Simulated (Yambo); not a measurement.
```
CELL_PARAMETERS angstrom
      5.63790     0.00000     0.00000
     -2.81895     4.88256     0.00000
      0.00000     0.00000     7.31833
ATOMIC_POSITIONS crystal
  O  0.15707 0.84293 0.84568
  O  0.84293 0.15707 0.15432
  O  0.15707 0.31414 0.84568
  O  0.84293 0.68586 0.15432
  O  0.68586 0.84293 0.84568
  O  0.31414 0.15707 0.15432
  O  0.66667 0.33333 0.46894
  O  0.33333 0.66667 0.53106
  Al 0.00000 0.00000 0.00000
  K  0.00000 0.00000 0.50000
  Mo 0.66667 0.33333 0.22970
  Mo 0.33333 0.66667 0.77030
```

Response from Yambo on PBEsol (pw.x of Quantum ESPRESSO, ONCV potentials, scalar-relativistic) bands: 3×3×2 mesh, 162 bands, 3 Ry local-field block, 0.2 eV broadening.

Give the static electronic dielectric constant without and with local fields along each axis.


```csv
field along,"ε(0), independent particles","ε(0), RPA with local fields",refractive index √ε
x,4.00,3.01,1.73
z,4.17,2.81,1.68
```
Electronic (clamped-ion) response only. PBEsol gaps are usually too small, which raises these values. Convergence of the RPA response with its 3×3×2 mesh was not tested. x, y and z are Cartesian axes of the cell as given.

Spin-orbit coupling is not included.

Geometry of the Materials Project entry, not relaxed at this level.

The structure is a Materials Project entry; no match was found in the copy of COD used, and its stability was not checked.
